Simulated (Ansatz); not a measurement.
CeO₂:
```yaml
crystal:
  lattice:
    - [5.07639, 0.00000, 0.00000]
    - [0.00000, 5.07639, 0.00000]
    - [0.00000, 0.00000, 3.60295]
  atoms:
    - { symbol: Ce, position: [0.50000, 0.50000, 0.50000] }
    - { symbol: Ce, position: [0.00000, 0.00000, 0.00000] }
    - { symbol: O, position: [0.81296, 0.18704, 0.50000] }
    - { symbol: O, position: [0.18704, 0.81296, 0.50000] }
    - { symbol: O, position: [0.31296, 0.31296, 0.00000] }
    - { symbol: O, position: [0.68704, 0.68704, 0.00000] }
```

Relaxed with PBEsol. Independent-particle spectrum: no excitons, no local fields, no scissors shift; 0.1 eV broadening; ε₁ of the summed bands alone.

**Question.** Tabulate the dielectric function from the program Ansatz at the PBEsol level (PAW).

**Answer.** 

| E (eV) | ε₁ xx | ε₂ xx | ε₁ zz | ε₂ zz |
|---|---|---|---|---|
| 0.0 | 5.74 | 0.00 | 6.86 | 0.00 |
| 0.3 | 5.76 | 0.00 | 6.89 | 0.00 |
| 0.6 | 5.84 | 0.00 | 6.98 | 0.00 |
| 0.9 | 5.97 | 0.00 | 7.14 | 0.00 |
| 1.2 | 6.18 | 0.00 | 7.40 | 0.00 |
| 1.5 | 6.49 | 0.00 | 7.79 | 0.00 |
| 1.8 | 7.00 | 0.00 | 8.41 | 0.00 |
| 2.1 | 7.95 | 0.01 | 9.63 | 0.01 |
| 2.4 | 10.17 | 1.01 | 11.85 | 1.76 |
| 2.7 | 11.22 | 5.30 | 11.85 | 5.77 |
| 3.0 | 6.18 | 8.23 | 8.58 | 7.62 |
| 3.3 | 3.41 | 6.26 | 8.07 | 8.43 |
| 3.6 | 4.30 | 4.58 | 5.53 | 8.10 |
| 3.9 | 5.11 | 5.06 | 2.62 | 8.81 |
| 4.2 | 3.39 | 6.24 | 1.63 | 6.75 |
| 4.5 | 1.27 | 6.38 | 1.92 | 5.03 |
| 4.8 | 0.72 | 3.87 | 2.08 | 4.38 |
| 5.1 | 1.06 | 3.54 | 2.49 | 5.03 |
| 5.4 | 0.69 | 2.91 | 0.66 | 4.67 |
| 5.7 | 0.81 | 2.42 | 1.80 | 3.09 |
| 6.0 | 1.56 | 1.12 | 1.97 | 2.62 |
| 6.3 | 2.75 | 0.95 | 2.71 | 2.12 |
| 6.6 | 4.19 | 1.82 | 4.85 | 2.46 |
| 6.9 | 3.59 | 4.53 | 4.48 | 5.87 |
| 7.2 | 2.07 | 3.37 | 1.10 | 5.86 |
| 7.5 | 2.67 | 3.05 | 1.22 | 3.09 |
| 7.8 | 2.10 | 3.85 | 2.67 | 3.41 |
| 8.1 | 2.14 | 3.07 | 3.75 | 4.50 |
| 8.4 | 2.11 | 3.78 | 0.85 | 5.05 |
| 8.7 | 2.17 | 3.41 | 1.84 | 4.48 |
| 9.0 | 1.28 | 4.60 | 1.22 | 4.81 |
| 9.3 | 0.36 | 4.09 | 1.07 | 4.75 |
| 9.6 | -0.08 | 3.50 | -0.19 | 5.17 |
| 9.9 | 0.10 | 3.03 | -0.82 | 4.35 |
| 10.2 | -0.28 | 2.86 | -0.93 | 3.18 |
| 10.5 | -0.24 | 2.05 | -0.23 | 2.66 |
| 10.8 | 0.40 | 1.74 | 0.07 | 2.93 |
| 11.1 | 0.92 | 1.97 | -0.19 | 2.59 |
| 11.4 | 0.81 | 2.89 | 0.28 | 2.64 |
| 11.7 | 0.14 | 2.74 | 0.51 | 2.90 |
| 12.0 | -0.19 | 2.24 | -0.23 | 3.37 |

**Question.** From ε at 2.8 eV (xx: 10.09 + 7.19i), find n, k, the normal reflectivity and the absorption coefficient.

**Answer.** n = 3.35, k = 1.072, R = 33 %, α = 2kE/ħc = 300000 cm⁻¹.

With all bands, ε∞ without local fields is 6.15 (xx = yy), 7.21 (zz). DFPT, with local fields, gives 5.94 (xx = yy), 7.00 (zz).

Space group P4_2/mnm (rutile). The workflow started from a Materials Project entry (that database holds measured and hypothetical structures alike); the Crystallography Open Database copy checked does not list it. It is not the phase usual at ambient conditions (space group No. 225). Symmetry was held in the PBEsol relaxation; its stability against distortions is not shown here. No spin polarisation was allowed. The 4f shell is in the valence. No Hubbard U is applied. Spin–orbit coupling is left out wherever it is not named.

Potentials: the later of the program's two PAW sets.
